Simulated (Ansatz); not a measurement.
AlOs (CsCl type, Pm-3m) under volume change, PBEsol (plane waves, PAW; program Ansatz), scaled uniformly.

| V (Å³/atom) | E − E(relaxed) (meV/atom) | P (GPa) |
|---|---|---|
| 12.193 | 100.8 | 29.16 |
| 12.595 | 42.3 | 17.82 |
| 12.997 | 10.0 | 8.19 |
| 13.399 | 0.0 | 0.00 |
| 13.801 | 9.0 | -6.96 |
| 14.203 | 34.1 | -12.88 |
| 14.605 | 72.9 | -17.91 |

Q: What does a third-order Birch–Murnaghan fit give for V₀, B₀ and B′?

A: V₀ = 13.40 Å³/atom, B₀ = 251 GPa, B′ = 4.4.

A made-up cell: these elements were put on the sites of a structure type; the Crystallography Open Database copy checked does not list it. Its standing as an ambient phase is unchecked. The PBEsol relaxation kept the symmetry of its start; of distortions, only those at the zone centre were tested. The run is not spin-polarised. Scalar-relativistic: spin–orbit coupling is off unless named, which matters more the heavier the elements.

Potentials: the earlier of the program's two PAW sets.
